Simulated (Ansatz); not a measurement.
Al:
```
CELL_PARAMETERS angstrom
      0.00000     2.01979     2.01979
      2.01979     0.00000     2.01979
      2.01979     2.01979     0.00000
ATOMIC_POSITIONS crystal
  Al 0.00000 0.00000 0.00000
```

Relaxed with PBE.

Q: Which orbitals make up the states near the Fermi level in plane-wave PAW PBE (Ansatz code)?

A: Within 0.5 eV of the Fermi level: Al 3p 64 %, Al 3s 31 %, outside the projected shells 6 %. Projections are on Löwdin-orthogonalised atomic valence shells; empty p or d shells of many metals are not among them.

Q: Tabulate the density of states.

A: States/eV per cell of 1 atom, in 0.25 eV bins, energy from the Fermi level.

```tsv
E (eV)	total	Al 3p	Al 3s
-7.85	0.21	0.15	0.07
-7.60	0.22	0.15	0.07
-7.35	0.23	0.16	0.07
-7.10	0.24	0.16	0.07
-6.85	0.25	0.17	0.08
-6.60	0.26	0.18	0.08
-6.35	0.26	0.18	0.08
-6.10	0.27	0.19	0.08
-5.85	0.28	0.19	0.09
-5.60	0.29	0.20	0.09
-5.35	0.29	0.20	0.09
-5.10	0.30	0.21	0.09
-4.85	0.32	0.23	0.09
-4.60	0.32	0.24	0.09
-4.35	0.31	0.23	0.08
-4.10	0.31	0.23	0.09
-3.85	0.34	0.23	0.10
-3.60	0.34	0.24	0.10
-3.35	0.36	0.25	0.10
-3.10	0.37	0.27	0.10
-2.85	0.39	0.28	0.10
-2.60	0.38	0.28	0.10
-2.35	0.37	0.26	0.10
-2.10	0.35	0.25	0.09
-1.85	0.33	0.23	0.09
-1.60	0.36	0.26	0.09
-1.35	0.37	0.25	0.11
-1.10	0.39	0.26	0.11
-0.85	0.41	0.28	0.12
-0.60	0.39	0.27	0.11
-0.35	0.37	0.25	0.10
-0.10	0.37	0.23	0.12
0.15	0.41	0.26	0.13
0.40	0.44	0.27	0.13
0.65	0.42	0.26	0.13
0.90	0.42	0.27	0.13
1.15	0.42	0.26	0.12
1.40	0.43	0.27	0.13
1.65	0.44	0.27	0.13
1.90	0.44	0.27	0.13
2.15	0.45	0.27	0.13
2.40	0.46	0.28	0.13
2.65	0.46	0.28	0.13
2.90	0.46	0.28	0.13
3.15	0.47	0.29	0.13
3.40	0.48	0.29	0.13
3.65	0.48	0.29	0.12
3.90	0.49	0.30	0.12
4.15	0.50	0.31	0.12
4.40	0.51	0.31	0.12
4.65	0.51	0.32	0.11
```

Space group Fm-3m (fcc (Cu type)). The cell was relaxed with PBE under the symmetry of its start.

Potentials: the earlier of the program's two PAW sets.
